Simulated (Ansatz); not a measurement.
**Al4B3Sb: rattling a relaxed structure**

It was reached by relaxing an invented guess, and it needn't be the stable form of this composition.

Theory: DFT PBE, scalar-relativistic, plane waves, PAW in Ansatz 0.2.0. Cutoff 420 eV; k points 12×12×4 on the computed 8-atom cell (Γ-centred); Gaussian smearing, width 0.10 eV; no spin polarisation.

The cell below (8 atoms, space group P-3m1 (No. 164)) is relaxed within its symmetry.

```xyz
8
Lattice="3.5110 0.0000 0.0000 -1.7555 3.0406 0.0000 0.0000 0.0000 10.4868" Properties=species:S:1:pos:R:3 pbc="T T T"
Al    0.0000    2.0271    8.2854
Al    0.0000    2.0271    4.1280
Al    1.7555    1.0135    2.2014
Al    1.7555    1.0135    6.3588
B     0.0000    0.0000    5.2434
B     0.0000    0.0000    3.4113
B     0.0000    0.0000    7.0756
Sb    0.0000    0.0000    0.0000
```

For the test it was strained at random (σ = 1.5 % a component), the atoms were moved at random (σ = 0.05 Å), and all was relaxed again on a coarse 6×6×2 mesh (in the run’s order of axes) with 0.20 eV smearing, with no symmetry imposed.

Spin–orbit coupling, which can matter for Sb, is left out.

Problem. What happens?

Solution. It doesn't return. The energy falls by 62 meV/atom on that mesh, the volume changes by -1.4 %, and the end has space group Cm (No. 8) at a loose tolerance. Relaxed again on a 10×10×4 mesh with 0.10 eV smearing, the new structure lies 52 meV/atom below the first (mesh in the axes of the run's cell; the cell below is made exact in the group named). Space group R-3m (No. 166), trigonal, a = 3.534 Å, c = 30.477 Å. Around Al on its first site lie 3 B at 2.35 Å, 3 Al at 2.79 Å and 3 Sb at 2.92 Å; around Al on its second site lie 3 B at 2.17 Å, 3 B at 2.31 Å and 3 Al at 2.79 Å; B on a site of symmetry -3m has 2 B at 1.83 Å and 6 Al at 2.31 Å; around Sb lie 6 Al at 2.92 Å; 1 more site not described.

```
Al B Sb
1.0
     1.76721    1.02030   10.15890
    -1.76721    1.02030   10.15890
     0.00000   -2.04059   10.15890
Al B Sb
4 3 1
Direct
  0.73506 0.73506 0.73506
  0.86907 0.86907 0.86907
  0.26494 0.26494 0.26494
  0.13093 0.13093 0.13093
  0.50000 0.50000 0.50000
  0.56021 0.56021 0.56021
  0.43979 0.43979 0.43979
  0.00000 0.00000 0.00000
```
